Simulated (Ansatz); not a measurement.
Relaxed-ion elastic tensor of HfC (rock salt, Fm-3m) in GPa (Voigt order), plane-wave PAW LDA (Ansatz code); density 13.24 g/cm³, 11.95 Å³ per atom.

```tsv
	1	2	3	4	5	6
1	570	108	108	0.0	0.0	0.0
2	108	570	108	0.0	0.0	0.0
3	108	108	570	0.0	0.0	0.0
4	0.0	0.0	0.0	179	0.0	0.0
5	0.0	0.0	0.0	0.0	179	0.0
6	0.0	0.0	0.0	0.0	0.0	179
```

Problem. Is the crystal mechanically stable?

Solution. Yes: the smallest eigenvalue of C is 179 GPa.

Problem. Work out the Voigt, Reuss and Hill averages.

Solution. K_V = 262, K_R = 262, K_H = 262; G_V = 200, G_R = 196, G_H = 198 GPa.

Problem. Give Young's modulus, Poisson's ratio, Pugh's ratio and the universal anisotropy index.

Solution. E = 9KG/(3K + G) = 474 GPa; ν = 0.20; K/G = 1.32 (brittle by the Pugh limit of 1.75); A_U = 5G_V/G_R + K_V/K_R − 6 = 0.08.

Problem. Estimate the sound speeds and the Debye temperature.

Solution. v_l = √((K + 4G/3)/ρ) = 6300 m/s, v_t = √(G/ρ) = 3870 m/s, mean 4270 m/s; Θ = (h/k)(3n/4πV)^(1/3) v_m = 556 K.

Problem. Give the Zener ratio and Young's modulus along [100], [110] and [111].

Solution. A = 2C44/(C11 − C12) = 0.77; 1/E = S11 − 2(S11 − S12 − S44/2)Γ with Γ = 0, 1/4, 1/3 gives 535, 458, 437 GPa.

The LDA relaxation kept the symmetry of its start; of distortions, only those at the zone centre were tested. The run is not spin-polarised. As this level gives no gap, shear constants depend on the k-mesh and smearing (Fermi–Dirac, 0.1 eV here). Scalar-relativistic: spin–orbit coupling is off unless named, which matters more the heavier the elements.

Potentials: the later of the program's two PAW sets.
